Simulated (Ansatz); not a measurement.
Sr2TaNO3:
```
Sr2TaNO3
1.0
   -1.97763     1.97763     6.51409
    1.97763    -1.97763     6.51409
    1.97763     1.97763    -6.51409
Ta O N Sr
1 3 1 2
Direct
  0.99124   0.99124   0.00000
  0.50677   0.00677   0.50000
  0.00677   0.50677   0.50000
  0.16019   0.16019   0.00000
  0.84496   0.84496   0.00000
  0.34242   0.34242   0.00000
  0.64766   0.64766   0.00000
```

Relaxed with PBEsol. Special points in fractions of this cell's reciprocal vectors: Γ (0.000, 0.000, 0.000); X (0.000, 0.000, 0.500); P (0.250, 0.250, 0.250); N (0.000, 0.500, 0.000); M (0.500, 0.500, -0.500); S (0.273, 0.727, -0.273); S0 (-0.273, 0.273, 0.273); R (-0.046, 0.046, 0.500); G (0.500, 0.500, -0.046).

List the band energies nearest the valence-band maximum at these points for DFT-PBEsol in the program Ansatz with PAW potentials.

In eV from the valence-band maximum; about four levels below and three above (degenerate sets whole), none deeper than 8.9 eV; points with the same levels are listed once.

```tsv
k	below	above
Γ	-1.23 -1.23 -0.49 -0.49 -0.17	1.29 3.37 3.37
X	-1.18 -0.45 -0.31 0.00	4.21 4.27 5.43
P	-1.21 -1.21 -0.42 -0.15 -0.15	4.22 4.22 5.43
N	-1.75 -1.12 -0.71 -0.42	3.94 4.10 4.34
M	-1.24 -1.24 -0.76 -0.60 -0.60	1.30 3.41 4.09 4.09
S	-1.75 -1.11 -0.80 -0.41	3.98 4.04 4.40
R	-1.23 -1.23 -0.48 -0.34 -0.01	4.19 4.30 5.33
```

Space group I4mm. The start of the workflow was typed in or built on a structure type; neither database checked (COD, Materials Project) lists it. Its standing as an ambient phase is unchecked. The PBEsol relaxation kept the symmetry of its start; its stability against distortions is not shown here. No spin polarisation was allowed. Scalar-relativistic: spin–orbit coupling is off unless named, which matters more the heavier the elements.

Potentials: the earlier of the program's two PAW sets. The files were generated under PBE; for other functionals the program regenerates the frozen cores, and for LDA and PBEsol the local potential too.
